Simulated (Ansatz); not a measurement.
Question: Mg (A15 (β-W type), Pm-3n) is relaxed with DFT-PBE in the program Ansatz with PAW potentials. What lattice parameters of the conventional cell result?

Answer: a = 5.727 Å.

The start of the workflow was typed in or built on a structure type; neither database checked (COD, Materials Project) lists it. It is not the phase usual at ambient conditions (space group No. 194). The cell was relaxed with PBE under the symmetry of its start; its stability against distortions is not shown here.

Potentials: the earlier of the program's two PAW sets.
